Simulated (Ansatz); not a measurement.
MoPd (Cmcm), relaxed with PBE (Ansatz, a program for electronic structure, plane waves, PAW): a = 2.6581 Å, b = 10.6242 Å, c = 4.3521 Å, α = 90.00°, β = 90.00°, γ = 90.00°.

* **ΔH_f (eV/atom)**: 0.04

### Question
The same phase is relaxed and computed with r²SCAN in the same code. What are the cell and these values now?

### Answer
a = 2.6362 Å, b = 10.5969 Å, c = 4.3257 Å, α = β = γ = 90.00°.

ΔH_f (eV/atom): 0.07

Typed or built starts, not in the databases checked: MoPd, Cmcm (Mo on 4c, Pd on 4c). All cells were relaxed under the symmetry of their starts (and spin orders); stability against distortions was not tested throughout. Rows with no word on spin ran without spin polarisation. Spin–orbit coupling is left out wherever it is not named.

Potentials: the earlier of the program's two PAW sets.

Ansatz is a plane-wave DFT program.

Formation energies count from the lowest solids of the elements computed at the same level, not from gases.
